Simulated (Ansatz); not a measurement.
## ZnCd2Se3: computed properties

Theory: DFT PBE, scalar-relativistic, plane waves, PAW (Ansatz).

Plane waves to 420 eV, a k mesh through Γ of 12×12×4 on the computed 6-atom cell and Gaussian smearing (0.02 eV); no spin polarisation.

The structure is relaxed at this level of theory with its symmetry kept, and needn't be the ground state of this composition.

Space group P3m1 (No. 156), trigonal, a = 4.265 Å, c = 10.521 Å. Zn has 4 Se at 2.48–2.57 Å; Cd on its first site has 4 Se at 2.65–2.68 Å; Cd on its second site has 4 Se at 2.65–2.67 Å; Se on its first site has 3 Zn at 2.57 Å and 1 Cd at 2.68 Å; Se on its second site has 1 Zn at 2.48 Å and 3 Cd at 2.65 Å; around Se on its third site lie 4 Cd at 2.65–2.67 Å.

| Item | Value |
| --- | --- |
| Volume per atom | 27.62 Å³ |
| Formation energy from the elements' standard states (uncorrected) | -0.638 eV/atom |
| Kohn–Sham band gap | 0.55 eV |
| Orbital (Löwdin) character of the top 1 eV of the valence band | Se 4p 91 % |
| Orbital (Löwdin) character of the lowest 1 eV of the conduction band | Cd 5s 29 %, Se 4p 27 %, Zn 4s 26 %, Se 4s 15 % |
| Bader charge by site (e) | Zn (1 in the cell) 0.75, Cd (1 in the cell) 0.71, Cd (1 in the cell) 0.72, Se (1 in the cell) -0.74, Se (1 in the cell) -0.72, Se (1 in the cell) -0.72 |

The cell was found from a structure generator's guess, not taken from experiment. Kohn–Sham gaps at this level usually fall short of measured ones. Löwdin shares on free-atom orbitals overweight diffuse shells in the empty bands.
